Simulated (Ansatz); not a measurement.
Na2S:
Space group Fm-3m (No. 225); a = b = c = 6.5680 Å, α = β = γ = 90.00°

```csv
atom,site,symmetry,x,y,z
Na,8c,-43m,0.2500,0.2500,0.2500
S,4a,m-3m,0.0000,0.0000,0.0000
```
(The calculation used a cell of 3 atoms; values per cell refer to that cell.)

Relaxed with PBE.

Problem. Which orbitals make up the states near the band edges in PBE in the plane-wave PAW code Ansatz?

Solution. Top 1 eV of the valence band: S 3p 94 %. Bottom 1 eV of the conduction band: Na 3s 62 %, S 3s 22 %, S 3p 13 %. Projections are on Löwdin-orthogonalised atomic valence shells; empty p or d shells of many metals are not among them.

Problem. Tabulate the density of states.

Solution. States/eV per cell of 3 atoms, in 0.25 eV bins, energy from the valence-band maximum.

```
E (eV)  total  S 3p  Na 3s  S 3s
------  -----  ----  -----  ----
-7.85    0.00  0.00   0.00  0.00
-7.60    0.00  0.00   0.00  0.00
-7.35    0.00  0.00   0.00  0.00
-7.10    0.00  0.00   0.00  0.00
-6.85    0.00  0.00   0.00  0.00
-6.60    0.00  0.00   0.00  0.00
-6.35    0.00  0.00   0.00  0.00
-6.10    0.00  0.00   0.00  0.00
-5.85    0.00  0.00   0.00  0.00
-5.60    0.00  0.00   0.00  0.00
-5.35    0.00  0.00   0.00  0.00
-5.10    0.00  0.00   0.00  0.00
-4.85    0.00  0.00   0.00  0.00
-4.60    0.00  0.00   0.00  0.00
-4.35    0.00  0.00   0.00  0.00
-4.10    0.00  0.00   0.00  0.00
-3.85    0.00  0.00   0.00  0.00
-3.60    0.00  0.00   0.00  0.00
-3.35    0.00  0.00   0.00  0.00
-3.10    0.00  0.00   0.00  0.00
-2.85    0.00  0.00   0.00  0.00
-2.60    0.00  0.00   0.00  0.00
-2.35    0.00  0.00   0.00  0.00
-2.10    0.00  0.00   0.00  0.00
-1.85    0.00  0.00   0.00  0.00
-1.60    0.45  0.33   0.12  0.00
-1.35    4.72  3.59   1.04  0.04
-1.10    1.99  1.54   0.38  0.04
-0.85    2.14  1.83   0.26  0.02
-0.60    3.09  2.82   0.20  0.01
-0.35    6.67  6.42   0.08  0.01
-0.10    4.95  4.85   0.01  0.00
0.15     0.00  0.00   0.00  0.00
0.40     0.00  0.00   0.00  0.00
0.65     0.00  0.00   0.00  0.00
0.90     0.00  0.00   0.00  0.00
1.15     0.00  0.00   0.00  0.00
1.40     0.00  0.00   0.00  0.00
1.65     0.00  0.00   0.00  0.00
1.90     0.00  0.00   0.00  0.00
2.15     0.00  0.00   0.00  0.00
2.40     0.00  0.00   0.00  0.00
2.65     0.03  0.00   0.02  0.01
2.90     0.07  0.01   0.04  0.02
3.15     0.11  0.02   0.07  0.02
3.40     0.16  0.03   0.10  0.03
3.65     0.22  0.04   0.13  0.04
3.90     0.41  0.06   0.19  0.05
4.15     0.96  0.12   0.37  0.08
4.40     1.28  0.15   0.49  0.09
4.65     1.49  0.15   0.57  0.08
4.90     1.75  0.15   0.69  0.08
5.15     1.46  0.13   0.62  0.06
5.40     0.05  0.01   0.03  0.00
5.65     0.14  0.01   0.06  0.00
5.90     1.30  0.10   0.62  0.03
6.15     1.97  0.12   1.17  0.03
6.40     2.55  0.14   1.62  0.03
6.65     0.98  0.04   0.55  0.00
6.90     1.60  0.07   0.73  0.01
7.15     3.83  0.26   1.64  0.01
```

The PBE relaxation kept the symmetry of its start.

Potentials: the later of the program's two PAW sets.
